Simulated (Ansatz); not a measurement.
Mg:
```xyz
7
Lattice="5.7522 0.0000 0.0000 -2.8761 4.9816 0.0000 0.0000 0.0000 5.6831" Properties=species:S:1:pos:R:3 pbc="T T T"
Mg     0.0000     0.0000     1.4439
Mg     0.0000     0.0000     4.2391
Mg     0.0000     3.3210     2.8415
Mg     2.8761     1.6605     2.8415
Mg    -1.4381     2.4908     0.0000
Mg     2.8761     0.0000     0.0000
Mg     1.4381     2.4908     0.0000
```

Relaxed with PBEsol. Special points in fractions of this cell's reciprocal vectors: Γ (0.000, 0.000, 0.000); M (0.500, 0.000, 0.000); K (0.333, 0.333, 0.000); A (0.000, 0.000, 0.500); L (0.500, 0.000, 0.500); H (0.333, 0.333, 0.500).

Task: List the band energies nearest the Fermi level at these points for plane-wave PAW PBEsol (Ansatz code).

Result: In eV from the Fermi level; about four levels below and three above (degenerate sets whole), none deeper than 8.9 eV; points with the same levels are listed once.

```json
[
 {"k": "Γ", "below": "-1.18 -1.18 -0.89 -0.71 -0.71", "above": "2.83 3.02 3.19 3.19"},
 {"k": "M", "below": "-1.07 -1.02 -0.66 -0.62", "above": "1.89 1.90 1.97"},
 {"k": "K", "below": "-0.55 -0.55 -0.17 -0.17", "above": "0.09 0.64 0.64"},
 {"k": "A", "below": "-0.96 -0.51 -0.51 -0.15", "above": "0.34 0.34 0.47 0.47"},
 {"k": "L", "below": "-1.85 -1.52 -1.00 -0.86", "above": "3.28 3.61 3.91"},
 {"k": "H", "below": "-4.08 -4.08 -4.08 -3.36 -3.36 -3.36", "above": "1.15 1.15 2.20"}
]
```

Space group P6/mmm. The start of the workflow was typed in or built on a structure type; the Crystallography Open Database copy checked does not list it. It is not the phase usual at ambient conditions (space group No. 194). Symmetry was held in the PBEsol relaxation; its stability against distortions is not shown here.

Potentials: the later of the program's two PAW sets.
